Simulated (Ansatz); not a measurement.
# Sr₅Ti₂N₆ — ⁸⁷Sr NMR of the central transition

Cell: a computed structure from the Materials Project (it need not be an observed phase).

```cif
data_Sr5Ti2N6
_symmetry_space_group_name_H-M 'C2/c'
_symmetry_Int_Tables_number 15
_cell_length_a 10.6054
_cell_length_b 6.8529
_cell_length_c 13.5960
_cell_angle_alpha 90.000
_cell_angle_beta 102.006
_cell_angle_gamma 90.000
loop_
_atom_site_label
_atom_site_type_symbol
_atom_site_symmetry_multiplicity
_atom_site_Wyckoff_symbol
_atom_site_fract_x
_atom_site_fract_y
_atom_site_fract_z
Sr1 Sr 8 f 0.5391 0.2375 0.0016
Sr5 Sr 8 f 0.1560 0.8787 0.7219
Sr9 Sr 4 e 0.5000 0.8559 0.7500
Ti Ti 8 f 0.7759 0.1085 0.5712
N15 N 8 f 0.9445 0.0137 0.6238
N19 N 8 f 0.6476 0.0247 0.6439
N23 N 8 f 0.2885 0.8940 0.5744
```

One atom of each set is listed; the run and its k-mesh use a cell of 26 atoms with edges of 6.31, 6.31, 13.60 Å.

The numbers come from a DFT calculation in Ansatz (r2SCAN, plane waves and PAW, scalar-relativistic, 500 eV cutoff, Γ-centred 5×5×2 k-points, Fermi–Dirac smearing 0.02 eV).

⁸⁷Sr has I = 9/2 and Q = 305.0 mb (Pyykkö 2018); at 21.1 T its Larmor frequency is ν₀ = 39.1 MHz. Only the quadrupole interaction is simulated: positions count from each site's isotropic chemical shift, and shift anisotropy, dipolar and J coupling are left out.

Task: What does the ⁸⁷Sr spectrum (static powder) show for each site?

Result: 

```json
{"site": "Sr1", "first shell": "4 N at 2.58–2.89 Å; also 2 N at 3.15–3.28 Å", "C_Q (MHz)": "-57.6", "η": "0.88", "P_Q (MHz)": "64.6", "δ_QIS (ppm)": "-3802", "breadth (kHz)": "1110"}
{"site": "Sr5", "first shell": "5 N at 2.53–2.71 Å", "C_Q (MHz)": "82.7", "η": "0.50", "P_Q (MHz)": "86.1", "δ_QIS (ppm)": "-6749", "breadth (kHz)": "1838"}
{"site": "Sr9", "first shell": "6 N at 2.61–2.93 Å", "C_Q (MHz)": "-36.5", "η": "0.00", "P_Q (MHz)": "36.5", "δ_QIS (ppm)": "-1214", "breadth (kHz)": "247"}
```

δ_QIS = −(ν_Q²/30ν₀²)[I(I+1) − 3/4](1 + η²/3) × 10⁶ ppm with ν_Q = 3|C_Q|/[2I(2I−1)]; it falls as 1/B₀² in ppm, and the breadth as 1/B₀ in kHz.

Without spin–orbit coupling (the program notes it for Sr) the gradients are little affected as a rule: paired runs on crystals with a gap mostly move them by under 2 % at such atoms.
